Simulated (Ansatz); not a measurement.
A geometry of W away from equilibrium: step 2 of the relaxation of a relaxed W cell, doubled along one cell vector, shaken by Gaussian noise of σ = 0.08 Å a coordinate. The numbers are results of r2SCAN (plane waves to 500 eV, PAW, scalar-relativistic; Ansatz, a quantum-chemistry and plane-wave program), not measurements. Γ-centred k-mesh 14×14×7 on the run's cell (coarser than for final values), Fermi–Dirac smearing 0.05 eV.

```xyz
2
Lattice="-1.5775 1.5874 1.5904 1.5834 -1.5778 1.5868 3.1639 3.1645 -3.1617" Properties=species:S:1:pos:R:3:forces:R:3 pbc="T T T" free_energy=-20794.241 pressure_GPa=2.1
W      0.0524    -0.2566     0.0367   -0.5003    2.2278   -0.1895
W      1.4759     1.5804    -1.5708    0.5003   -2.2278    0.1895
```

Positions in Å, forces in eV/Å, free energy of the cell in eV (comparable only within this code, potentials and settings). Largest force: 2.29 eV/Å, on W1, W2 (atoms numbered as listed); the geometry lies 0.17 eV/atom above the end of its relaxation.

No spin polarisation in the result.

The run could not lose the symmetry of its start.
